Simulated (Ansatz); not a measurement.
One crystal and one scan (frozen-phonon scan) at two levels, PBE (plane waves to 420 eV, PAW, scalar-relativistic; Ansatz, a program for electronic structure) and r2SCAN (plane waves to 500 eV, PAW, scalar-relativistic; Ansatz), each from its own relaxed cell and on its own mesh. The cell shown is that of PBE.

Starting cell, GaAs (zinc blende):

```yaml
crystal:
  lattice:
    - [0.00000, 5.74558, 5.74558]
    - [2.87279, 0.00000, 2.87279]
    - [2.87279, 2.87279, 0.00000]
  atoms:
    - { symbol: As, position: [0.37500, 0.75000, 0.75000] }
    - { symbol: As, position: [0.87500, 0.75000, 0.75000] }
    - { symbol: Ga, position: [0.00000, 0.00000, 0.00000] }
    - { symbol: Ga, position: [0.50000, 0.00000, 0.00000] }
```

A phonon eigenvector at L = (0.5, 0.0, 0.0) is frozen into this cell: atom i moves by Q times the vector below, so Q is the largest atomic displacement, in Å. The cell is held. (q is in reciprocal vectors of the primitive cell; the cell shown is doubled to hold the pattern.)

| atom | x | y | z |
|---|---|---|---|
| As1 | -0.508 | 0.508 | 0.508 |
| As2 | 0.508 | -0.508 | -0.508 |
| Ga3 | 0.577 | -0.577 | -0.577 |
| Ga4 | -0.577 | 0.577 | 0.577 |

GaAs was relaxed with its symmetry unable to fall. As the smearing reaches across the gap at some points, energies and forces of such displacements shift with the k mesh and the smearing. Both scans cover Q from -0.280 to 0.280 Å.

ΔE (meV/cell), each from the undisplaced structure of its own level:

| Q (Å) | PBE | r2SCAN |
|---|---|---|
| -0.280 | 2338 | 2987 |
| -0.233 | 1494 | 1895 |
| -0.187 | 893 | withheld |
| -0.140 | 476 | 597 |
| -0.093 | 203 | 254 |
| -0.047 | 50 | 62 |
| 0.000 | 0 | 0 |
| 0.047 | 50 | 62 |
| 0.093 | 203 | 254 |
| 0.140 | 476 | 597 |
| 0.187 | 893 | withheld |
| 0.233 | 1494 | 1895 |
| 0.280 | 2338 | 2987 |

Estimate the r2SCAN value at 0.187 from the PBE value there and the ratio of the two levels in the two nearest given rows on that side of the minimum.

At 0.233 and 0.140 the ratio r2SCAN/PBE averages 1.261, which gives 1.261 × 893 = 1126 meV/cell. The calculation gives 1125 meV/cell, +26.0 % against PBE.

(A displaced cell: forces are minus the slopes of the energy, force constants its curvatures, and phonons follow from these.)
